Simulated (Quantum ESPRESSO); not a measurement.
pw.x input (Quantum ESPRESSO 7.5; PBEsol, PseudoDojo standard norm-conserving files, scalar-relativistic):

```
&CONTROL
  calculation = 'scf'
  pseudo_dir = './pseudo'
  outdir = './out'
  tprnfor = .true.
  tstress = .true.
/
&SYSTEM
  ibrav = 0
  nat = 10
  ntyp = 4
  ecutwfc = 84.0
  ecutrho = 336.0
  occupations = 'smearing'
  smearing = 'fd'
  degauss = 0.002
  nbnd = 39
/
&ELECTRONS
  conv_thr = 1e-09
/
ATOMIC_SPECIES
Li 6.9400 Li.upf
F 18.9984 F.upf
Al 26.9815 Al.upf
Cs 132.9055 Cs.upf
CELL_PARAMETERS angstrom
  6.297899831000   0.000000000000   0.000000000000
 -3.148949915000   5.454141244000   0.000000000000
  0.000000000000   0.000000000000   5.103300000000
ATOMIC_POSITIONS crystal
Li   0.000000000000   0.000000000000   0.000000000000
F   0.865850000000   0.134150000000   0.281880000000
F   0.134150000000   0.865850000000   0.718120000000
F   0.865850000000   0.731700000000   0.281880000000
F   0.134150000000   0.268300000000   0.718120000000
F   0.268300000000   0.134150000000   0.281880000000
F   0.731700000000   0.865850000000   0.718120000000
Al   0.000000000000   0.000000000000   0.500000000000
Cs   0.333333333000   0.666666667000   0.228660000000
Cs   0.666666667000   0.333333333000   0.771340000000
K_POINTS automatic
6 6 6 0 0 0
```

End of the output:

```

[...]
     the Fermi energy is     5.2372 ev
!    total energy              =    -408.46978886 Ry
     estimated scf accuracy    <          2.0E-10 Ry
     smearing contrib. (-TS)   =       0.00000000 Ry
     internal energy E=F+TS    =    -408.46978886 Ry
     The total energy is F=E-TS. E is the sum of the following terms:
     one-electron contribution =    -208.51815320 Ry
     hartree contribution      =     139.29310990 Ry
     xc contribution           =     -98.42903447 Ry
     ewald contribution        =    -240.81571109 Ry
     convergence has been achieved in   9 iterations
     Forces acting on atoms (cartesian axes, Ry/au):
     atom    1 type  1   force =     0.00000000    0.00000000    0.00000000
     atom    2 type  2   force =     0.00753893   -0.00435260    0.00346557
     atom    3 type  2   force =    -0.00753893    0.00435260   -0.00346557
     atom    4 type  2   force =     0.00000000    0.00870521    0.00346557
     atom    5 type  2   force =     0.00000000   -0.00870521   -0.00346557
     atom    6 type  2   force =    -0.00753893   -0.00435260    0.00346557
     atom    7 type  2   force =     0.00753893    0.00435260   -0.00346557
     atom    8 type  3   force =    -0.00000000   -0.00000000    0.00000000
     atom    9 type  4   force =    -0.00000000   -0.00000000    0.00292159
     atom   10 type  4   force =    -0.00000000   -0.00000000   -0.00292159
     Total force =     0.023320     Total SCF correction =     0.000011
     Computing stress (Cartesian axis) and pressure
          total   stress  (Ry/bohr**3)                   (kbar)     P=      -23.94
  -0.00015911   0.00000000   0.00000000          -23.41        0.00        0.00
   0.00000000  -0.00015911   0.00000000            0.00      -23.41        0.00
   0.00000000   0.00000000  -0.00016991            0.00        0.00      -24.99
```
In a gapped system the printed Fermi energy is only some level inside the gap.

Geometry of the Materials Project entry, not relaxed at this level.
